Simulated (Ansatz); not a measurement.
The elements of this relaxed trial crystal are hidden behind letters.

```
lattice vectors (Å)
   4.6645    0.0000    0.0000
  -2.3322    4.0395    0.0000
   0.0000    0.0000   22.8907
fractional positions
X 0.0000 0.0000 0.1656
Z 0.6667 0.3333 0.0021
Z 0.6667 0.3333 0.3318
Z 0.6667 0.3333 0.6668
Z 0.0000 0.0000 0.4992
Z 0.0000 0.0000 0.8343
Q 0.6667 0.3333 0.1275
Q 0.6667 0.3333 0.4571
Q 0.6667 0.3333 0.7922
Q 0.0000 0.0000 0.2892
Q 0.0000 0.0000 0.6246
Q 0.0000 0.0000 0.9597
```

Level of theory: DFT PBE, scalar-relativistic, plane waves, PAW (Ansatz 0.2.0). The final run on the 12-atom cell used 420 eV, a Γ-centred 6×6×2 mesh, 0.02 eV smearing and no spin polarisation.

```
Space group                               : P3m1 (No. 156)
Conventional cell                         : a = 4.664 Å, c = 22.891 Å
Volume per atom                           : 35.94 Å³
Density                                   : 5.21 g/cm³
Formation energy                          : −0.529 eV/atom
Gap on the 6×6×2 mesh of the 12-atom cell : 0.80 eV
```

Energies are uncorrected and count from the elements' standard states at the same level.

Question: X is an s-block element of period 3, Z is a d-block element of period 5 and Q is a p-block element of period 5. Which elements are they?

Answer: X = Mg, Z = Cd, Q = Te, so the formula is MgCd5Te6. Density times volume gives a mean mass of 5.21 × 35.94/1.6605 = 112.8 u per atom, and this set has 112.7 u. Mg has 4 Te at 2.83 Å; Cd on its first site is surrounded by 4 Te at 2.86–2.87 Å; Te on its first site has 3 Mg at 2.83 Å and 1 Cd at 2.87 Å; 9 more sites not described. Other sets within the hints have nearly the same mass, so mass alone doesn't settle it; this one was computed.

Spin–orbit coupling, which can matter for Te, is left out. Kohn–Sham gaps at this level usually fall short of measured ones. The missing spin–orbit coupling can work the other way here. A later test with randomly moved atoms came back to the same energy, though modes that don't fit the test's cell weren't probed.
